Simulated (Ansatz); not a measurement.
# Is this Nd4O structure stable?

The structure comes from a generated guess, relaxed at this level; another structure or a mixture of phases may lie lower.

These are results of DFT PBE, scalar-relativistic, plane waves, PAW, and for the lanthanide a 4f-in-core norm-conserving potential (Ansatz), not measurements. The final run on the 5-atom cell used 660 eV, a Γ-centred 8×8×8 mesh, 0.10 eV smearing and no spin polarisation.

```cif
data_structure
_symmetry_space_group_name_H-M 'P-43m'
_symmetry_Int_Tables_number 215
_cell_length_a 5.4338
_cell_length_b 5.4338
_cell_length_c 5.4338
_cell_angle_alpha 90.000
_cell_angle_beta 90.000
_cell_angle_gamma 90.000
_cell_volume 160.44
loop_
_atom_site_label
_atom_site_type_symbol
_atom_site_symmetry_multiplicity
_atom_site_Wyckoff_symbol
_atom_site_fract_x
_atom_site_fract_y
_atom_site_fract_z
_atom_site_occupancy
Nd1 Nd 4 e 0.24273 0.24273 0.24273 1
O1 O 1 a 0.00000 0.00000 0.00000 1
```

Formation energies are uncorrected and refer to the elements' standard structures at the same level (O₂ as a molecule).

**Question.** These tests were run: energy against the elements; random kick, then relaxation without symmetry; phonons at Γ. What do they show?

**Answer.**

| test | result |
| --- | --- |
| energy against the elements | −1.01 eV/atom |
| random kick, then relaxation without symmetry | returns |
| phonons at Γ | lowest optical mode 80 cm⁻¹ |

It fails none of these tests. Other phases of the system weren't compared here, so this isn't yet thermodynamic stability. Phonons away from Γ weren't computed.

The kick test ran on a coarse mesh. The run for the phonons used an 8×8×8 k mesh and Fermi–Dirac smearing of 0.15 eV. Another cell of Nd4O relaxed alike, in Pm-3m, lies 58 meV/atom lower, so this cell isn't the stable form at this level.

The lanthanide is trivalent by construction, without f bands, f moments or other valences. The reference runs of the other elements, and any phases without the lanthanide, used 420 eV, which shifts energies against them by under 10 meV/atom. The lanthanide's reference is the lowest of its hcp, dhcp and fcc cells.
